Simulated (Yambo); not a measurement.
AlP (zinc blende, space group F-43m, No. 216), G0W0@LDA in Yambo; all else as in the reference (4×4×4 Γ-centred k mesh, 148 bands and a 14 Ry block in the screening, 148 bands in G with the Bruneval-Gonze terminator, plasmon pole fitted at 27.2 eV). One parameter is varied: the k mesh, over 2×2×2, 4×4×4, 6×6×6.

Problem. From which value on does the gap Γ → X stay within 0.05 eV of the largest setting?

Solution. From 4×4×4 on.
```
k mesh  G0W0 gap (eV)  valence shift (eV)  rough Yambo cost
------  -------------  ------------------  ----------------
2×2×2            2.53               -0.93         about 1/8
4×4×4            2.46               -0.93                 1
6×6×6            2.46               -0.95          about 5×
```
The last step of the sweep still moves the gap by 7 meV; the other settings are held fixed.

Geometry relaxed with LDA; primitive cell a = b = c = 3.8377 Å, α = β = γ = 60.00°.

A shift is the quasiparticle energy of the state minus its LDA energy.
